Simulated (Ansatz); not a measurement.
Relaxed Ca (fcc, Cu type):

```
CELL_PARAMETERS angstrom
      5.56846     0.00000     0.00000
      0.00000     5.56846     0.00000
      0.00000     0.00000     5.56846
ATOMIC_POSITIONS crystal
  Ca 0.00000 0.00000 0.00000
  Ca 0.50000 0.50000 0.00000
  Ca 0.50000 0.00000 0.50000
  Ca 0.00000 0.50000 0.50000
```

Method: r2SCAN (plane waves to 500 eV, PAW, scalar-relativistic; Ansatz, a first-principles code). k mesh 7×7×7 (Γ-centred), Fermi-Dirac smearing 0.05 eV. With partly filled bands, energies and forces of such displacements shift with the k mesh and the smearing. Ca was relaxed with its symmetry unable to fall.

One atom of the cell was then moved (with its periodic images), all else fixed, and the forces (eV/Å) came out as:

```json
[
 {"atom": "Ca1", "Fx": "-0.168", "Fy": "0.000", "Fz": "0.000"},
 {"atom": "Ca2", "Fx": "0.369", "Fy": "0.000", "Fz": "0.000"},
 {"atom": "Ca3", "Fx": "-0.033", "Fy": "0.000", "Fz": "0.000"},
 {"atom": "Ca4", "Fx": "-0.168", "Fy": "0.000", "Fz": "0.000"}
]
```

Problem. Which atom was moved, and by which vector (Å)?

Solution. Ca2, by (-0.16, 0.00, 0.00), 0.16 Å in all.

(For displaced atoms, the force is minus the slope of the energy, and its curvature is a force constant, which sets phonon frequencies.)
